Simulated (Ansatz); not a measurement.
Relaxed candidate structures of Zr₂N:

A. P-31m (No. 162), hP9; a = b = 5.600 Å, c = 5.157 Å, α = β = 90.00°, γ = 120.00°; Zr 6k (0.332, 0.332, 0.745); N 1a (0.000, 0.000, 0.000); N 2d (0.333, 0.667, 0.500)

B. P4₂/mnm (No. 136), tP6, anti-rutile type; a = b = 5.3678 Å, c = 3.2739 Å, α = β = γ = 90.00°; Zr 4f (0.296, 0.296, 0.000); N 2a (0.000, 0.000, 0.000)

Question: Rank these by energy per atom (lowest first), as PBEsol (plane waves to 420 eV, PAW, scalar-relativistic; Ansatz, an electronic-structure program) gives it.

Answer: B (reference, the lowest among the structures calculated here), A (+0.05 eV/atom)

Each run could gain symmetry but not lose that of its start, so entries can be saddle points. From databases, or of a type measured for this composition: P4₂/mnm, tP6, anti-rutile type; the others are generated cells (placed on structure types, drawn at random, substituted or restacked) that were not matched to a known phase here. Energies are at zero temperature and pressure, without zero-point motion. The runs use different k-meshes, so differences are rounded accordingly. No spin polarisation in the result.
